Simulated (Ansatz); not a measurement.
C:
```cif
data_C16
_chemical_formula_sum 'C16'
_space_group_name_H-M_alt 'C2/c'
_space_group_IT_number 15
_space_group_name_Hall '-C 2yc'
_cell_length_a 4.64999
_cell_length_b 9.16180
_cell_length_c 3.60158
_cell_angle_alpha 90.000
_cell_angle_beta 115.366
_cell_angle_gamma 90.000
loop_
_space_group_symop_operation_xyz
  'x, y, z'
  '-x, -y, -z'
  '-x, y, -z+1/2'
  'x, -y, z+1/2'
  'x+1/2, y+1/2, z'
  '-x+1/2, -y+1/2, -z'
  '-x+1/2, y+1/2, -z+1/2'
  'x+1/2, -y+1/2, z+1/2'
loop_
_atom_site_label
_atom_site_type_symbol
_atom_site_symmetry_multiplicity
_atom_site_Wyckoff_symbol
_atom_site_fract_x
_atom_site_fract_y
_atom_site_fract_z
_atom_site_occupancy
C1 C 8 f 0.02047 0.19683 0.05196 1
C2 C 8 f 0.24075 0.33109 0.12324 1
```
(The calculation used a cell of 8 atoms; values per cell refer to that cell.)

Relaxed with r²SCAN. r²SCAN in the plane-wave PAW code Ansatz gives a gap of 0.40 eV.

Question: What gap does HSE06 give on the same cell (Ansatz, PAW)?

Answer: 1.00 eV, 0.60 eV more. The hybrid was solved on a coarser mesh and at special points; its gap is the smallest among all of these.

```tsv
k	v1 r²SCAN	c1 r²SCAN	v1 HSE06	c1 HSE06
Γ	0.00	3.03	0.00	3.80
Y	-0.59	2.53	(withheld)	(withheld)
A	-1.02	1.94	-1.19	2.65
M	-0.51	1.56	(withheld)	(withheld)
V2	-1.25	2.69	(withheld)	(withheld)
L2	-0.73	1.03	(withheld)	(withheld)
```

Question: Top valence (v1) and lowest conduction level (c1) in eV from each method's valence maximum (which need not be a listed point): supply the withheld HSE06 values.

Answer: 
- V2, v1 HSE06: -1.38
- V2, c1 HSE06: 3.39
- M, v1 HSE06: -0.62
- M, c1 HSE06: 2.25
- Y, v1 HSE06: -0.63
- Y, c1 HSE06: 3.18
- L2, v1 HSE06: -0.82
- L2, c1 HSE06: 1.59

Cost on shared cores: the r²SCAN run (SCF on a 7×7×9 mesh, then bands and DOS) about 4 core-minutes (a rough figure), the HSE06 run (SCF on 4×4×5, then a few points) about 6 core-minutes (a rough figure); the tasks are unlike.

The start of the workflow was typed in or built on a structure type; neither database checked (COD, Materials Project) lists it. It is not the phase usual at ambient conditions (space group No. 194, 227). The r²SCAN relaxation kept the symmetry of its start; whether a distortion lowers the energy is not shown. The volume moved by 103 % from the start of the relaxation.

Potentials: the earlier of the program's two PAW sets.
